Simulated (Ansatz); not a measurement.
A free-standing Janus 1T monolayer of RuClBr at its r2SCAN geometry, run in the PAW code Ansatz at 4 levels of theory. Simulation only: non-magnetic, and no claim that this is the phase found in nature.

The LDA input:
```yaml
crystal:
  lattice:
    - [3.661647472, 0.0, 0.0]
    - [-1.830823736, 3.1710797305, 0.0]
    - [0.0, 0.0, 29.9556252544]
  atoms:
    - { symbol: Ru, position: [0.0, 0.0, 0.3014584007] }
    - { symbol: Cl, position: [0.3333333333, 0.6666666667, 0.3431505609] }
    - { symbol: Br, position: [0.6666666667, 0.3333333333, 0.2567242528] }
  periodic: [true, true, false]
kpoints:
  mp_grid: { grid: [12, 12, 1] }
  band_path:
    path:
      - [0.0, 0.0, 0.0]
      - [0.5, 0.0, 0.0]
      - [0.3333333333, 0.3333333333, 0.0]
      - [0.0, 0.244792, 0.0]
      - [0.0, 0.229167, 0.0]
      - [0.0, 0.25, 0.0]
    npoints: 1
hamiltonian:
  xc: lda
scf:
  occupations: { method: fixed }
  n_extra_bands: 4
output:
  forces: true
  stress: true
  eigenvalues: true
```

Main results, then, where recorded, the levels near the gap in eV from the Fermi energy (columns number the bands from 0), one row a point of the path (Γ, M, K, Γ–M (0.49), Γ–M (0.46), Γ–M (0.50)):
```
Crystal: 3 atoms, lattice volume = 347.826 Å³
Symmetry: 6 space group operations
Space group: P3m1 (ITA 156)
```
```
Basis set: ecut = 420 eV, 6749 PW (Γ)
Bands: 19, of which v1, the nominal top of the filled ones, is band 15 counted from 1 (14 counted from 0)
k-points: 19 of 144 (time reversal used)
Free energy (F): -9496.542771 eV
Fermi energy:    -5.030645 eV
--- Forces (eV/Å), atoms counted from 1 ---
  atom   1  Ru      0.00000      0.00000    -0.10752
  atom   2  Cl      0.00000      0.00000    -0.84282
  atom   3  Br      0.00000      0.00000      0.95153
--- 2D stress c σ (N/m, compression-positive) ---
       -3.643822       0.000000       0.000000
        0.000000      -3.643822       0.000000
        0.000000       0.000000       0.000000
  P = ½ c Tr σ = -3.6438 N/m
```
```tsv
band_10	band_11	band_12	band_13	band_14	band_15	band_16	band_17
-2.978	-2.978	-1.191	-1.191	-0.228	1.771	1.771	3.435
-4.107	-3.882	-1.202	-0.387	-0.224	1.734	1.791	5.080
-4.449	-4.395	-0.774	-0.237	-0.111	1.195	1.492	6.518
-3.751	-3.113	-1.063	-0.451	0.000	0.998	1.516	4.743
-3.698	-3.086	-1.056	-0.489	-0.002	0.991	1.520	4.643
-3.768	-3.125	-1.066	-0.440	0.000	1.004	1.516	4.773
```

The LDA gap is indirect, 0.991 eV (Γ–M (0.49 of the way from Γ) to Γ–M (0.46 of the way from Γ)), below the direct gap of 0.993 eV at Γ–M (0.46 of the way from Γ). Least and direct gap differ so little that the kind isn't settled.

**Question.** In the first input these blocks are replaced (the band path and keys that only write files left aside):
```yaml
hamiltonian:
  xc: pbe
scf:
  occupations: { method: fermi_dirac, width: 0.02 }
  n_extra_bands: 8
magnetization:
  noncollinear: true
  spin_orbit: true
```
What comes out?

**Answer.**
```
Basis set: ecut = 420 eV, 6749 PW (Γ)
Bands: 38, of which v1, the nominal top of the filled ones, is band 30 counted from 1 (29 counted from 0)
k-points: 19 of 144 (time reversal used)
Free energy (F): -9743.811540 eV
Fermi energy:    -4.248192 eV
--- Forces (eV/Å), atoms counted from 1 ---
  atom   1  Ru      0.00000      0.00000    -0.06720
  atom   2  Cl      0.00000      0.00000    -0.05026
  atom   3  Br      0.00000      0.00000      0.11744
--- 2D stress c σ (N/m, compression-positive) ---
        0.564045       0.000000       0.000000
        0.000000       0.564045       0.000000
        0.000000       0.000000       0.000000
  P = ½ c Tr σ = 0.5640 N/m
```
```tsv
band_20	band_21	band_22	band_23	band_24	band_25	band_26	band_27	band_28	band_29	band_30	band_31	band_32	band_33	band_34	band_35
-3.602	-3.602	-3.414	-3.414	-1.772	-1.772	-1.751	-1.751	-0.791	-0.791	1.259	1.259	1.285	1.285	2.926	2.926
-4.716	-4.716	-4.384	-4.384	-1.763	-1.763	-1.009	-1.009	-0.775	-0.775	1.243	1.243	1.328	1.328	4.674	4.674
-4.988	-4.966	-4.881	-4.880	-1.374	-1.367	-0.908	-0.794	-0.749	-0.604	0.741	0.745	1.033	1.052	6.065	6.067
-4.336	-4.310	-3.713	-3.620	-1.629	-1.623	-1.060	-1.058	-0.586	-0.570	0.548	0.561	1.032	1.042	4.093	4.107
-4.283	-4.257	-3.684	-3.592	-1.623	-1.617	-1.095	-1.093	-0.589	-0.571	0.541	0.553	1.036	1.045	3.992	4.006
-4.353	-4.327	-3.724	-3.632	-1.632	-1.626	-1.050	-1.048	-0.586	-0.570	0.554	0.567	1.032	1.042	4.126	4.140
```
The PBE+SOC gap is indirect, 1.110 eV (Γ–M (0.49 of the way from Γ) to Γ–M (0.46 of the way from Γ)), below the direct gap of 1.112 eV at Γ–M (0.46 of the way from Γ). Least and direct gap differ so little that the kind isn't settled. With the atoms held, the mean in-plane stress is +0.56 N/m (compression positive).

**Question.** Another run on the same cell gave
```
Basis set: ecut = 500 eV, 8893 PW (Γ)
Bands: 19, of which v1, the nominal top of the filled ones, is band 15 counted from 1 (14 counted from 0)
k-points: 19 of 144 (time reversal used)
Free energy (F): -9768.233966 eV
Fermi energy:    -5.230610 eV
--- Forces (eV/Å), atoms counted from 1 ---
  atom   1  Ru      0.00000      0.00000    -0.00167
  atom   2  Cl      0.00000      0.00000      0.00076
  atom   3  Br      0.00000      0.00000      0.00092
--- 2D stress c σ (N/m, compression-positive) ---
       -0.005571       0.000000       0.000000
        0.000000      -0.005571       0.000000
        0.000000       0.000000       0.000000
  P = ½ c Tr σ = -0.0056 N/m
```
```tsv
band_10	band_11	band_12	band_13	band_14	band_15	band_16	band_17
-2.955	-2.955	-1.134	-1.134	-0.171	2.274	2.274	4.394
-4.091	-3.857	-1.099	-0.403	-0.241	2.265	2.400	5.942
-4.376	-4.366	-0.784	-0.250	-0.116	1.803	2.113	7.383
-3.734	-3.091	-0.975	-0.468	0.001	1.616	2.073	5.551
-3.680	-3.063	-0.969	-0.501	0.002	1.605	2.074	5.449
-3.751	-3.102	-0.977	-0.458	0.000	1.622	2.073	5.583
```
Which level of theory and mesh gave it?

**Answer.** It is r2SCAN, on 12×12×1; the blocks that differ from the first input, but for the band path:
```yaml
hamiltonian:
  xc: r2scan
```
r2SCAN gives a direct gap of 1.60 eV at Γ–M (0.46 of the way from Γ). The mean stress is close to zero (-0.01 N/m).

HSE06. Against the first input these blocks differ (the band path and keys that only write files left aside):
```yaml
kpoints:
  mp_grid: { grid: [6, 6, 1] }
hamiltonian:
  xc: hse06
```

```
Basis set: ecut = 420 eV, 6749 PW (Γ)
Bands: 19, of which v1, the nominal top of the filled ones, is band 15 counted from 1 (14 counted from 0)
k-points: 7 of 36 (time reversal used)
Exchange kernel: α = 0.2500, screened, ω = 0.2079 Å⁻¹, Wigner–Seitz truncation, v(0) = 1046.4219 eV·Å³, q-mesh 6×6×1
hybrid outer 1: dexx = +5.751e-2 eV, tail = 1.56e-4 eV
hybrid outer 2: dexx = +1.171e-5 eV, tail = 9.20e-8 eV, Δε = 7.96e-3 eV, ΔF = 3.33e-2 eV/Å
hybrid outer 3: dexx = +6.361e-9 eV, tail = 1.21e-9 eV, Δε = 2.17e-4 eV, ΔF = 4.02e-4 eV/Å
Free energy (F): -9746.964408 eV
Fermi energy:    -6.117224 eV
--- Forces (eV/Å), atoms counted from 1 ---
  atom   1  Ru      0.00000      0.00000      0.08799
  atom   2  Cl      0.00000      0.00000    -0.13414
  atom   3  Br      0.00000      0.00000      0.04604
--- 2D stress c σ (N/m, compression-positive) ---
       -0.426493       0.000000       0.000000
        0.000000      -0.426493       0.000000
        0.000000       0.000000       0.000000
  P = ½ c Tr σ = -0.4265 N/m
```
```tsv
band_10	band_11	band_12	band_13	band_14	band_15	band_16	band_17
-2.507	-2.507	-1.164	-1.164	-0.166	3.673	3.673	5.085
-3.738	-3.515	-1.077	-0.464	-0.306	3.694	3.894	6.969
-4.037	-4.036	-0.898	-0.265	-0.116	3.231	3.585	8.439
-3.415	-2.693	-0.969	-0.480	0.020	2.971	3.512	6.190
-3.357	-2.662	-0.965	-0.508	0.025	2.954	3.511	6.089
-3.433	-2.706	-0.970	-0.472	0.017	2.979	3.514	6.223
```

With HSE06 the gap is 2.93 eV and direct, at Γ–M (0.46 of the way from Γ). The mean stress, -0.4 N/m, is small, and the program warns that its thresholds are loose for a hybrid's stress.

The hybrids run on coarser meshes, which limits their stresses and small splittings of levels.

Totals of different functionals, or with and without spin-orbit coupling, can't be compared.

Only the levels marked +SOC include spin-orbit coupling.
